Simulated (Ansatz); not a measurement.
The slice is one period of a {100} plane through atoms; its size isn't given.

The numbers are results of r2SCAN (plane waves to 500 eV, PAW, scalar-relativistic; Ansatz, a program for electronic structure), not measurements. Inside the PAW spheres the values are not all-electron values, and peaks at nuclei hang on which shells count as valence.

```
|9998754444444444444444457899|
|9987654444444444444444456789|
|8876544444455555554444445678|
|7765444455555555555554444567|
|5554444555566666665555444455|
|4444445556666666666655544444|
|4444455566667777766665554444|
|4444555666777777777666555444|
|4444556667777888777766655444|
|4444556677788888887776655444|
|4445566677888878888776665544|
|4445566777887777788777665544|
|4445566778887606788877665544|
|4445566778877000778877665544|
|4445566778887606788877665544|
|4445566777887777788777665544|
|4445566677888878888776665544|
|4444556677788888887776655444|
|4444556667777888777766655444|
|4444555666777777777666555444|
|4444455566667777766665554444|
|4444445556666666666655544444|
|5554444555566666665555444455|
|7765444455555555555554444567|
|8876544444455555554444445678|
|9987654444444444444444456789|
|9998754444444444444444457899|
|9998754444444444444444457899|
```
Scale: ten equal steps from -3.00 (start of '0') to 0.98 (end of '9'), in the order '0123456789'. Values: log₁₀ of the valence density in e/Å³. The map has 28 points along u (one character each, u = 0 at the left) and 28 along v (v = 0 in the bottom row). The scale is logarithmic, as a density can span decades between atoms and voids; values under 0.001 e/Å³ are set to 0.001.

```
|xxxx*.                 .*xxx|
|xxxx-    ...........    -xxx|
|xxx=    .:-=======-:.    =xx|
|#*-    .=+**#####**+=.    -*|
|.     .=*#%%%%%%%%%#*=.     |
|     .=#%%@@@@@@@@@%%#=.    |
|    .=#%@@@@@@@@@@@@@%#=.   |
|   .=*%@@@@@@@@@@@@@@@%*=.  |
|  .:+#%@@@@@@@@@@@@@@@%#+:. |
|  .-*%@@@@@@@@@@@@@@@@@%*-. |
|  .=*%@@@@@@xxxxx@@@@@@%*=. |
|  .=#%@@@@@xxxxxxx@@@@@%#=. |
|  .=#%@@@@@xxxxxxx@@@@@%#=. |
|  .=#%@@@@@xxxxxxx@@@@@%#=. |
|  .=#%@@@@@xxxxxxx@@@@@%#=. |
|  .=#%@@@@@xxxxxxx@@@@@%#=. |
|  .=*%@@@@@@xxxxx@@@@@@%*=. |
|  .-*%@@@@@@@@@@@@@@@@@%*-. |
|  .:+#%@@@@@@@@@@@@@@@%#+:. |
|   .=*%@@@@@@@@@@@@@@@%*=.  |
|    .=#%@@@@@@@@@@@@@%#=.   |
|     .=#%%@@@@@@@@@%%#=.    |
|.     .=*#%%%%%%%%%#*=.     |
|#*-    .=+**#####**+=.    -*|
|xxx=    .:-=======-:.    =xx|
|xxxx-    ...........    -xxx|
|xxxx*.                 .*xxx|
|xxxx#.                 .#xxx|
```
Scale: ten equal steps from 0.00 (start of ' ') to 0.88 (end of '@'), in the order ' .:-=+*#%@'. Values: electron localisation function (ELF). The map has 28 points along u (one character each, u = 0 at the left) and 28 along v (v = 0 in the bottom row). Points within 0.5 Å of a nucleus are blanked (x), as the pseudised field means little there.

Q: Which relaxed crystal do these maps come from?
(A) LiCl (rock salt)
(B) PbS (rock salt)
(C) HfC (rock salt)

A: A, LiCl (rock salt). Atoms on the slice: Li at (0.00, 0.00); Cl at (0.50, 0.50)

All were relaxed with their symmetry unable to fall. HfC is run without spin polarisation. Spin-orbit coupling is left out.
